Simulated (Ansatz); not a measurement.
Below is a relaxed structure of HfN. It was relaxed at this level from a cell as deposited in COD.

Method: DFT PBE, scalar-relativistic, plane waves, PAW in Ansatz. Cutoff 420 eV, Γ-centred mesh, Gaussian smearing, no spin polarisation.

```xyz
2
Lattice="0.0000 2.2739 2.2739 2.2739 0.0000 2.2739 2.2739 2.2739 0.0000" Properties=species:S:1:pos:R:3 pbc="T T T"
Hf    0.0000    0.0000    0.0000
N     2.2739    2.2739    2.2739
```

Formation energies are uncorrected and refer to the elements' standard structures at the same level (N₂ as a molecule).

Problem. Find its symmetry and describe it.

Solution. Fm-3m (No. 225), the rock salt type. Conventional cell: a = 4.548 Å. Around Hf lie 6 N at 2.27 Å and 12 Hf at 3.22 Å; N has 6 Hf at 2.27 Å.

Problem. How far does it lie from the elements in energy?

Solution. −1.66 eV/atom. Whether it is stable depends on the other phases of the system, which aren't compared here.

Problem. Is it a metal?

Solution. Yes, bands cross the Fermi level on the 20×20×20 mesh.

The last run used a 20×20×20 mesh for its 2-atom cell and Gaussian smearing of 0.10 eV. These runs have no spin–orbit coupling, which can matter for Hf. Symmetry constrained the relaxation, so the result can be a saddle point.
